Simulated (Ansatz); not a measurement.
A relaxation computed with Ansatz, from input to last step.

```yaml
crystal:
  lattice:
    - [6.3901281764, 0.0, 0.0]
    - [0.0, 6.3901281764, 0.0]
    - [0.0, 0.0, 5.386879325]
  atoms:
    - { symbol: Rb, position: [0.1666666667, 0.1666666667, 0.0] }
    - { symbol: Rb, position: [0.8333333333, 0.8333333333, 0.0] }
    - { symbol: Rb, position: [0.6666666667, 0.3333333333, 0.5] }
    - { symbol: Rb, position: [0.3333333333, 0.6666666667, 0.5] }
    - { symbol: Si, position: [0.0, 0.0, 0.3303230812] }
    - { symbol: Si, position: [0.5, 0.5, 0.8303230812] }
basis:
  ecutwfc: 420
kpoints:
  mp_grid: { grid: [4, 4, 4] }
hamiltonian:
  xc: pbe
scf:
  occupations: { method: gaussian, width: 0.1 }
  lower_state_search: "off"
output:
  forces: true
  stress: true
  eigenvalues: true
relax:
  adjacent_minimum: "off"
  f_tol: 0.04
  max_steps: 70
  cell: { stress_tol: 0.4 }
```

```bash
ansatz run input.yaml --threads 1 --pin off --max-ram 2560MiB --backend cpu --events-out ev --progress --plain --runs-dir out
```

Theory: DFT PBE, scalar-relativistic, plane waves, PAW (Ansatz).

Of 11 frames 10 are shown, positions in Å and forces in eV/Å; the SCF threshold varies from step to step. Steps run on the plane waves of an earlier cell, with a Pulay correction in the pressure. The basis is chosen afresh for the last frame, the zero of the energies, and at times for earlier ones too; energy and pressure step there, also at an unchanged geometry. Here that happened at step 11 (-12 meV/atom, 0.2 GPa); the frames before carry an error of that size.

```xyz
6
Lattice="6.3901 0.0000 0.0000 0.0000 6.3901 0.0000 0.0000 0.0000 5.3869" Properties=species:S:1:pos:R:3:forces:R:3 pbc="T T T" step=1 free_energy_over_end_meV_per_atom=1455.57 pressure_GPa=14.09
Rb    1.0650    1.0650    0.0000    2.6940    2.6940   -4.0732
Rb    5.3251    5.3251    0.0000   -2.6940   -2.6940   -4.0732
Rb    4.2601    2.1300    2.6934    2.6940   -2.6940   -4.0732
Rb    2.1300    4.2601    2.6934   -2.6940    2.6940   -4.0732
Si    0.0000    0.0000    1.7794    0.0000    0.0000    8.1465
Si    3.1951    3.1951    4.4729    0.0000    0.0000    8.1465
6
Lattice="6.5123 0.0000 0.0000 0.0000 6.5123 0.0000 0.0000 0.0000 5.4774" Properties=species:S:1:pos:R:3:forces:R:3 pbc="T T T" step=2 free_energy_over_end_meV_per_atom=591.19 pressure_GPa=8.26
Rb    1.1763    1.1763   -0.1000    0.8096    0.8096   -1.5514
Rb    5.3360    5.3360   -0.1000   -0.8096   -0.8096   -1.5514
Rb    4.4324    2.0799    2.6387    0.8096   -0.8096   -1.5514
Rb    2.0799    4.4324    2.6387   -0.8096    0.8096   -1.5514
Si    0.0000    0.0000    2.0094    0.0000    0.0000    3.1028
Si    3.2561    3.2561    4.7480    0.0000    0.0000    3.1028
6
Lattice="6.7414 0.0000 0.0000 0.0000 6.7414 0.0000 0.0000 0.0000 5.7395" Properties=species:S:1:pos:R:3:forces:R:3 pbc="T T T" step=3 free_energy_over_end_meV_per_atom=282.64 pressure_GPa=4.34
Rb    1.2397    1.2397   -0.1546    0.2751    0.2751   -0.7339
Rb    5.5017    5.5017   -0.1546   -0.2751   -0.2751   -0.7339
Rb    4.6104    2.1310    2.7151    0.2751   -0.2751   -0.7339
Rb    2.1310    4.6104    2.7151   -0.2751    0.2751   -0.7339
Si    0.0000    0.0000    2.2051    0.0000    0.0000    1.4678
Si    3.3707    3.3707    5.0749    0.0000    0.0000    1.4678
6
Lattice="7.0465 0.0000 0.0000 0.0000 7.0465 0.0000 0.0000 0.0000 5.8954" Properties=species:S:1:pos:R:3:forces:R:3 pbc="T T T" step=4 free_energy_over_end_meV_per_atom=118.93 pressure_GPa=1.90
Rb    1.2922    1.2922   -0.2248    0.0676    0.0676   -0.3136
Rb    5.7543    5.7543   -0.2248   -0.0676   -0.0676   -0.3136
Rb    4.8154    2.2310    2.7229    0.0676   -0.0676   -0.3136
Rb    2.2310    4.8154    2.7229   -0.0676    0.0676   -0.3136
Si    0.0000    0.0000    2.3969    0.0000    0.0000    0.6273
Si    3.5232    3.5232    5.3447    0.0000    0.0000    0.6273
6
Lattice="7.3581 0.0000 0.0000 0.0000 7.3581 0.0000 0.0000 0.0000 5.9544" Properties=species:S:1:pos:R:3:forces:R:3 pbc="T T T" step=5 free_energy_over_end_meV_per_atom=52.79 pressure_GPa=0.65
Rb    1.3402    1.3402   -0.2858    0.0424    0.0424   -0.1220
Rb    6.0178    6.0178   -0.2858   -0.0424   -0.0424   -0.1220
Rb    5.0193    2.3388    2.6914    0.0424   -0.0424   -0.1220
Rb    2.3388    5.0193    2.6914   -0.0424    0.0424   -0.1220
Si    0.0000    0.0000    2.5384    0.0000    0.0000    0.2440
Si    3.6790    3.6790    5.5157    0.0000    0.0000    0.2440
6
Lattice="7.9971 0.0000 0.0000 0.0000 7.9971 0.0000 0.0000 0.0000 5.5273" Properties=species:S:1:pos:R:3:forces:R:3 pbc="T T T" step=7 free_energy_over_end_meV_per_atom=20.59 pressure_GPa=0.02
Rb    1.5616    1.5616   -0.3121   -0.0110   -0.0110   -0.0011
Rb    6.4355    6.4355   -0.3121    0.0110    0.0110   -0.0011
Rb    5.5601    2.4370    2.4516   -0.0110    0.0110   -0.0011
Rb    2.4370    5.5601    2.4516    0.0110   -0.0110   -0.0011
Si    0.0000    0.0000    2.4499    0.0000    0.0000    0.0022
Si    3.9985    3.9985    5.2136    0.0000    0.0000    0.0022
6
Lattice="8.2608 0.0000 0.0000 0.0000 8.2608 0.0000 0.0000 0.0000 5.2860" Properties=species:S:1:pos:R:3:forces:R:3 pbc="T T T" step=8 free_energy_over_end_meV_per_atom=16.09 pressure_GPa=-0.13
Rb    1.6692    1.6692   -0.3058   -0.0108   -0.0108    0.0121
Rb    6.5915    6.5915   -0.3058    0.0108    0.0108    0.0121
Rb    5.7996    2.4612    2.3372   -0.0108    0.0108    0.0121
Rb    2.4612    5.7996    2.3372    0.0108   -0.0108    0.0121
Si    0.0000    0.0000    2.3577    0.0000    0.0000   -0.0243
Si    4.1304    4.1304    5.0007    0.0000    0.0000   -0.0243
6
Lattice="8.4693 0.0000 0.0000 0.0000 8.4693 0.0000 0.0000 0.0000 5.0256" Properties=species:S:1:pos:R:3:forces:R:3 pbc="T T T" step=9 free_energy_over_end_meV_per_atom=13.63 pressure_GPa=-0.23
Rb    1.7691    1.7691   -0.2946   -0.0189   -0.0189    0.0163
Rb    6.7002    6.7002   -0.2946    0.0189    0.0189    0.0163
Rb    6.0037    2.4655    2.2182   -0.0189    0.0189    0.0163
Rb    2.4655    6.0037    2.2182    0.0189   -0.0189    0.0163
Si    0.0000    0.0000    2.2493    0.0000    0.0000   -0.0325
Si    4.2346    4.2346    4.7621    0.0000    0.0000   -0.0325
6
Lattice="8.4883 0.0000 0.0000 0.0000 8.4883 0.0000 0.0000 0.0000 4.9006" Properties=species:S:1:pos:R:3:forces:R:3 pbc="T T T" step=10 free_energy_over_end_meV_per_atom=12.12 pressure_GPa=-0.11
Rb    1.7837    1.7837   -0.2875   -0.0031   -0.0031    0.0171
Rb    6.7047    6.7047   -0.2875    0.0031    0.0031    0.0171
Rb    6.0278    2.4605    2.1628   -0.0031    0.0031    0.0171
Rb    2.4605    6.0278    2.1628    0.0031   -0.0031    0.0171
Si    0.0000    0.0000    2.1938    0.0000    0.0000   -0.0342
Si    4.2442    4.2442    4.6440    0.0000    0.0000   -0.0342
6
Lattice="8.4883 0.0000 0.0000 0.0000 8.4883 0.0000 0.0000 0.0000 4.9006" Properties=species:S:1:pos:R:3:forces:R:3 pbc="T T T" step=11 free_energy_over_end_meV_per_atom=0.00 pressure_GPa=0.06
Rb    1.7837    1.7837   -0.2875   -0.0036   -0.0036    0.0171
Rb    6.7047    6.7047   -0.2875    0.0036    0.0036    0.0171
Rb    6.0278    2.4605    2.1628   -0.0036    0.0036    0.0171
Rb    2.4605    6.0278    2.1628    0.0036   -0.0036    0.0171
Si    0.0000    0.0000    2.1938    0.0000    0.0000   -0.0342
Si    4.2442    4.2442    4.6440    0.0000    0.0000   -0.0342
```

The start is a random arrangement. The cell swells from 36.7 to 58.8 Å³ an atom, so the end can be far from any stable crystal. At the end the space group is P4_2nm (tolerance 0.05 Å).

Time: 100 s on 1 thread of Intel(R) Xeon(R) Platinum 8488C (Sapphire Rapids) (shared host), peak memory 0.54 GiB.

The k mesh is coarse.